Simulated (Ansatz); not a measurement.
LaTe:
```xyz
2
Lattice="0.0000 3.2473 3.2473 3.2473 0.0000 3.2473 3.2473 3.2473 0.0000" Properties=species:S:1:pos:R:3 pbc="T T T"
La     0.0000     0.0000     0.0000
Te     3.2473     3.2473     3.2473
```

Relaxed with r²SCAN.

Problem. Give the Bader charges and basin volumes of the independent atoms, r²SCAN (plane waves, PAW; program Ansatz).

Solution. 

```
atom  Bader charge (e)  Bader volume (Å³)
----  ----------------  -----------------
La1              +1.51               25.1
Te2              -1.51               43.4
```

Space group Fm-3m (rock salt). The workflow started from an entry of the Crystallography Open Database (COD). Its standing as an ambient phase is unchecked. The r²SCAN relaxation kept the symmetry of its start; its stability against distortions is not shown here. Spin–orbit coupling is left out wherever it is not named.

Potentials: the later of the program's two PAW sets.
